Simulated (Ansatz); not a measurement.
The relaxed structure here is a generated cell of Bi: the first start was made by a random draw of sites in a space group, and the end was not matched to a known phase here, so it may be hypothetical. Known forms of Bi include space group No. 166.

A relaxed structure of Bi. Space group Pm-3m (No. 221), simple cubic type. These are r2SCAN (plane waves to 500 eV, PAW, scalar-relativistic; Ansatz, an electronic-structure program) values and carry that method's errors.

```xyz
1
Lattice="3.2536 0.0000 0.0000 0.0000 3.2536 0.0000 0.0000 0.0000 3.2536" Properties=species:S:1:pos:R:3 pbc="T T T"
Bi     0.0000     0.0000     0.0000
```

```yaml
volume_per_atom: 34.44 Å³
density: 10.08 g/cm³
band_gap: no gap (metallic)
shortest_distances: Bi–Bi 3.25 Å
k-mesh: 14×14×14
```

Band energies at high-symmetry points (eV from the Fermi level; labels of this space group; no spin-orbit coupling), from −5 eV up to 5.0 eV:

| point | energies |
|---|---|
| Γ | 3.38 3.38 3.38 |
| X | – |
| M | -3.23 -3.23 3.17 |
| R | -1.44 -1.44 -1.44 |

No spin polarisation in the result.

The run could not lose the symmetry of its start: the end is stationary, and may be a saddle point rather than a minimum.
